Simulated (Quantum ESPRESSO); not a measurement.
# P: field gradients at the nuclei

```
P
1.0
    1.64775    -5.46504     0.00000
    1.64775     5.46504     0.00000
    0.00000     0.00000     4.54364
P
4
Direct
  0.40414   0.59586   0.91118
  0.59586   0.40414   0.08882
  0.09586   0.90414   0.41118
  0.90414   0.09586   0.58882
```
The cell comes from the Materials Project (a computed structure). It is P in Cmce. Stability against distortions was not tested. Forces on the atoms reach 0.29 eV/Å at this level.

Computed: field gradients by PBE PAW (JTH datasets; density from pw.x of a modified build of Quantum ESPRESSO, gradients reconstructed from it by a script), 20 Ha, k-mesh 13×13×9 through Γ.

| site | site symmetry | Vzz (a.u.) | η_Q | ∣C_Q∣ (MHz) |
|---|---|---|---|---|
| P (atoms 1, 2, 3, 4) | m | -0.804 | 0.06 | – |

Convention: |Vzz| is the largest principal value, η_Q = (Vxx − Vyy)/Vzz, |C_Q| = |eQVzz/h|. Cores are frozen. P had no test against all-electron runs. Static lattice: thermal averaging is not included.
